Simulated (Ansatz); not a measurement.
This MgCd3O4 structure is the end of a relaxation. The cell was found from a structure generator's guess, not taken from experiment.

Computed with DFT PBE, scalar-relativistic, plane waves, PAW (Ansatz). Cutoff 420 eV, Γ-centred mesh, Gaussian smearing, no spin polarisation.

```
CELL_PARAMETERS angstrom
3.30017 -4.66780 0.00000
3.30017 4.66780 0.00000
0.00000 0.00000 3.28626
ATOMIC_POSITIONS crystal
Mg 0.50000 0.50000 0.50000
Cd 0.00000 0.50000 0.00000
Cd 0.00000 0.00000 0.50000
Cd 0.50000 0.00000 0.00000
O 0.73162 0.73162 0.00000
O 0.73593 0.26407 0.50000
O 0.26407 0.73593 0.50000
O 0.26838 0.26838 0.00000
```

The zero of energy is the elements' standard structures at the same level (O₂ as a molecule); no fitted shifts are applied.

(1) Find its symmetry and describe it.

(2) How far does it lie from the elements in energy?

(3) Is it a metal?

Results:

(1) Cmmm (No. 65), with Mg and Cd ordered on rock salt sites. Conventional cell: a = 6.600 Å, b = 9.336 Å, c = 3.286 Å. Around Mg lie 6 O at 2.20–2.24 Å; around Cd on a site of symmetry 2/m lie 6 O at 2.33–2.34 Å; Cd on a site of symmetry mmm has 6 O at 2.42–2.47 Å; O on a site of symmetry 2mm is surrounded by 2 Mg at 2.24 Å and 4 Cd at 2.34–2.42 Å; 1 more site not described.

(2) −1.37 eV/atom. It lies below the elements, which doesn't yet make it stable against other compounds or structures.

(3) There is no gap on the 8×8×12 mesh, but valence and conduction bands meet within 0.015 eV, so at this level it has a zero gap rather than a metal's Fermi surface.

The last run used an 8×8×12 mesh (in the run's order of axes) for its 8-atom cell and Gaussian smearing of 0.10 eV. The zero gap may come from the functional, which often closes small gaps. A later test with randomly moved atoms came back to the same energy, though modes that don't fit the test's cell weren't probed.
